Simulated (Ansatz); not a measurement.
**Zn4Se3S: phonons across the zone**

All numbers below come from DFT PBE, scalar-relativistic, plane waves, PAW (Ansatz 0.2.0). Plane waves to 420 eV; Γ-centred k mesh 12×12×2; fixed occupations. No spin polarisation. Phonons by linear response, acoustic sum rule imposed.

Relaxed structure:
```xyz
8
Lattice="3.9992 0.0000 0.0000 -1.9996 3.4634 0.0000 0.0000 0.0000 13.1051" Properties=species:S:1:pos:R:3 pbc="T T T"
Zn    0.0000    0.0000    0.1059
Zn    0.0000    0.0000    6.5243
Zn    0.0000    2.3090    3.1751
Zn    1.9996    1.1545    9.8632
Se    0.0000    0.0000    9.0011
Se    0.0000    2.3090    5.6656
Se    1.9996    1.1545   12.3459
S     0.0000    0.0000    2.4631
```

The structure comes from a generated guess, relaxed at this level; another structure or a mixture of phases may lie lower. The q mesh is coarse, so values between its points are rough.

Force constants from linear response on a 2×2×1 q mesh.

Question: Is the structure dynamically stable on the q mesh?

Answer: Yes, on this mesh: no mode is imaginary.

Question: Give the frequencies (cm⁻¹) at the zone-boundary points of high symmetry (interpolated where a point lies off the q mesh).

Answer:
```csv
point,q,frequencies
M,0.500 0.000 0.000,54 61 64 66 68 82 86 90 155 158 168 187 194 201 203 204 204 205 205 211 213 246 276 284
K,0.333 0.333 0.000,56 63 71 81 100 101 105 125 147 158 161 169 188 188 194 196 205 208 214 216 216 260 267 283
A,0.000 0.000 0.500,25 25 27 27 52 52 59 59 59 62 150 160 199 199 201 201 202 202 213 224 233 233 237 313
L,0.500 0.000 0.500,57 60 67 70 71 77 82 87 156 162 171 178 197 200 203 204 205 205 207 210 212 246 276 284
H,0.333 0.333 0.500,62 62 70 75 103 103 104 125 152 157 157 169 188 189 194 196 205 208 214 216 217 260 267 283
```
